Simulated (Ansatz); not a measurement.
Method: DFT PBE, scalar-relativistic, plane waves, PAW (Ansatz). All cells share a 420 eV cutoff and Γ-centred k meshes spaced at most about 0.3 Å⁻¹ (about 0.25 or finer for metals, 2π included). No spin polarisation in the final relaxations.

Temperature and zero-point effects are left out.

Compare these two cells of CdSe4, each relaxed at this level.

A.

```yaml
crystal:
  lattice:
    - [-2.74529, 2.74529, 4.69449]
    - [2.74529, -2.74529, 4.69449]
    - [2.74529, 2.74529, -4.69449]
  atoms:
    - { symbol: Cd, position: [0.00000, 0.00000, 0.00000] }
    - { symbol: Se, position: [0.37676, 0.37676, 0.00000] }
    - { symbol: Se, position: [0.62324, 0.62324, 0.00000] }
    - { symbol: Se, position: [0.50000, 0.00000, 0.50000] }
    - { symbol: Se, position: [0.00000, 0.50000, 0.50000] }
```

B.

```yaml
crystal:
  lattice:
    - [5.06426, 0.00000, 0.00000]
    - [0.00000, 5.06426, 0.00000]
    - [0.00000, 0.00000, 5.06426]
  atoms:
    - { symbol: Cd, position: [0.00000, 0.00000, 0.00000] }
    - { symbol: Se, position: [0.30577, 0.30577, 0.30577] }
    - { symbol: Se, position: [0.69423, 0.69423, 0.30577] }
    - { symbol: Se, position: [0.30577, 0.69423, 0.69423] }
    - { symbol: Se, position: [0.69423, 0.30577, 0.69423] }
```

Question: Which is lower in energy, and by how much?

Answer: A is lower, by 273 meV/atom. A has space group I4/mmm (No. 139), 28.3 Å³/atom and no gap on its mesh; B has space group P-43m (No. 215), 26.0 Å³/atom and no gap. A holds Se–Se pairs (shortest 2.31 Å); in B the shortest Se–Se distance is 2.78 Å, near bonding range too. Even the lower one lies +0.23 eV/atom against the reference forms of the elements (uncorrected), so neither is stable at this level. In A, Cd has 4 Se at 2.75 Å; Se on a site of symmetry 4mm is surrounded by 1 Se at 2.31 Å and 4 Se at 2.98 Å; Se on a site of symmetry mmm is surrounded by 2 Cd at 2.75 Å and 4 Se at 2.98 Å. In B, Cd is surrounded by 4 Se at 2.68 Å; Se is surrounded by 1 Cd at 2.68 Å and 3 Se at 2.78 Å. Both come from invented guesses. A third cell relaxed alike, in I4/m, lies 236 meV/atom below the lower of the two.

Weakly bound directions are ill-defined at this level, which has no dispersion term (I4/mmm), and this can change margins and order among such cells. A magnetic state wasn't ruled out in cells without spin, among them I4/mmm, P-43m. Cells relaxed within their symmetry can be saddle points.
